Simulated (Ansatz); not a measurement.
A geometry of Hf away from equilibrium: the start of the relaxation of a generated cell, Hf placed in the AFLOW prototype A_cI16_220_c (as in Li). Calculation: r2SCAN (plane waves to 500 eV, PAW, scalar-relativistic; Ansatz, a first-principles code). Γ-centred k-mesh 7×7×7 on the run's cell (coarser than for final values), Fermi–Dirac smearing 0.05 eV.

```xyz
8
Lattice="-3.5541 3.5541 3.5541 3.5541 -3.5541 3.5541 3.5541 3.5541 -3.5541" Properties=species:S:1:pos:R:3 pbc="T T T"
Hf     1.4287     1.4287     1.4287
Hf    -1.4287     2.1253     1.4287
Hf     2.1253     1.4287    -1.4287
Hf     1.4287    -1.4287     2.1253
Hf     3.2058     3.2058     3.2058
Hf     0.3483     3.9024    -0.3483
Hf     3.9024    -0.3483     0.3483
Hf    -0.3483     0.3483     3.9024
```

Q: What forces act on the atoms (eV/Å)?

A: 
```csv
atom,Fx,Fy,Fz
Hf1,1.18,1.18,1.18
Hf2,-1.18,-1.18,1.18
Hf3,-1.18,1.18,-1.18
Hf4,1.18,-1.18,-1.18
Hf5,1.18,1.18,1.18
Hf6,-1.18,-1.18,1.18
Hf7,-1.18,1.18,-1.18
Hf8,1.18,-1.18,-1.18
```

Q: What is the pressure?

A: +3.0 GPa, compression positive.

Q: How much energy per atom can still be gained by relaxing?

A: 0.35 eV/atom; the path ends in I-43d (No. 220) (AFLOW prototype A_cI16_220_c (as in Li)).

No spin polarisation in the result.

The run could not lose the symmetry of its start, so the end can be a saddle point.

The end of the path is a generated cell of Hf: the first start was made by placing the elements on the sites of a structure type, and the end was not matched to a known phase here, so it may be hypothetical. Known forms of Hf include space group No. 194.
